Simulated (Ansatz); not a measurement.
FeSb (P63/mmc) under compression and expansion

```
CELL_PARAMETERS angstrom
4.06000 0.00000 0.00000
-2.03000 3.51606 0.00000
0.00000 0.00000 5.13000
ATOMIC_POSITIONS crystal
Fe 0.00000 0.00000 0.00000
Fe 0.00000 0.00000 0.50000
Sb 0.33333 0.66667 0.25000
Sb 0.66667 0.33333 0.75000
```

The reference geometry is a structure as deposited in COD (the entry's cell lengths or inner coordinates differ somewhat from later room-temperature determinations); nothing is relaxed.

Functional, mesh and filling: LDA, 8×8×6 k mesh, Fermi–Dirac smearing of 0.1 eV. PAW means Ansatz 0.2.0 on its default frozen-core files; LAPW is all-electron LAPW in Ansatz 0.2.0. Site moments are integrated in spheres about the atoms, whose radii differ between the methods. Start moments of the first PAW run (μB): Fe1 3, Fe2 3.

The cell shown is scaled evenly to other volumes, and every spin-polarised run starts from the same moments.

```csv
V/V₀,Å³/atom,M PAW (μB/cell),M LAPW (μB/cell),"largest site moment, PAW (μB)",P PAW (GPa),P LAPW (GPa),"F − F(unpolarised), PAW (meV/atom)"
0.7,12.82,0.95,–,0.49,63.3,–,-3
0.76,13.91,1.27,1.28,0.66,33.7,33.7,-7
0.82,15.01,1.60,–,0.83,14.0,–,-14
0.88,16.11,1.91,–,1.01,0.9,–,-23
0.94,17.21,2.29,–,1.21,-7.7,–,-35
1,18.31,2.84,2.82,1.50,-12.7,-12.7,–
1.06,19.41,3.50,3.49,1.84,-15.1,-15.1,-80
1.12,20.50,4.11,4.11,2.15,-16.2,-16.2,-117
1.2,21.97,4.78,–,2.48,-17.0,–,-178
```

The moments survive down to the smallest volume, V/V₀ = 0.7 at 63 GPa, where the largest is 0.49 μB.

Task: Fit a third-order Birch–Murnaghan equation to the PAW pressures of the magnetic runs between 0.85 and 1.11 V₀. What are the zero-pressure volume and bulk modulus?

Result: V = 16.20 Å³/atom (0.885 V₀), B = 157 GPa, B′ = 6.8, with a worst miss of 0.08 GPa. Cell shape and inner coordinates are held, so these aren't the relaxed crystal's values unless symmetry fixes them.

The PAW files were made with PBE; the program remakes their cores once for the run's functional and then keeps them frozen.  The Ansatz runs typed with the search for lower states off end where their start leads. Spin–orbit coupling is left out although heavy atoms are present. The magnetic state is the one that this cell and start allow. It needn't be the compound's measured order, which may need a larger cell or be absent.
